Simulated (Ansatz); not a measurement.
How much do the gradients of CaScBO4 depend on the method?

Cell: a measured structure from the Crystallography Open Database (COD), its atoms then relaxed with PBE in this cell.

Space group Pnma (No. 62); a = 10.2830, b = 3.3636, c = 9.4320 Å.

```csv
site,Wyckoff,site symmetry,x,y,z
Ca,4c,.m.,0.5890,0.7500,0.8429
Sc,4c,.m.,0.3914,0.2500,0.5727
B,4c,.m.,0.3042,0.2500,0.8647
O13,4c,.m.,0.5025,0.7500,0.6159
O17,4c,.m.,0.2427,0.2500,0.7338
O21,4c,.m.,0.2675,0.7500,0.4897
O25,4c,.m.,0.4377,0.2500,0.8750
```

One atom of each set is listed.

First run. All values are calculated (Ansatz; DFT, PBE, plane waves and PAW, scalar-relativistic, 420 eV cutoff, Γ-centred 3×7×3 k-points, Fermi–Dirac smearing 0.02 eV), not measured.

| site | V_zz (10²¹ V/m²) | η |
| --- | --- | --- |
| Ca | -2.41 | 0.17 |
| Sc | 4.94 | 0.12 |
| B | 2.60 | 0.09 |
| O13 | -0.60 | 0.12 |
| O17 | 5.24 | 0.89 |
| O21 | -6.76 | 0.47 |
| O25 | 5.07 | 0.87 |

Second run. The same atoms and settings, except that the functional is r2SCAN and the cutoff is 500 eV.

**Question.** What does the second run give?

**Answer.** 

```
site   V_zz     η  change of V_zz
  Ca  -2.45  0.15           -0.04
  Sc   4.94  0.10            0.00
   B   2.73  0.09           +0.13
 O13  -0.79  0.16           -0.19
 O17   5.34  0.91           +0.10
 O21  -7.03  0.44           -0.27
 O25   5.18  0.88           +0.11
```

The largest change of V_zz is on O21, from -6.76 to -7.03. In per cent, |V_zz| changes by +2 on Ca, 0 on Sc, +5 on B, +2 to +32 on O (all sites that start above 0.5).

For the second run: The largest force is 0.3 eV/Å, so the atoms aren't at the calculated equilibrium and relaxing them would move these values.
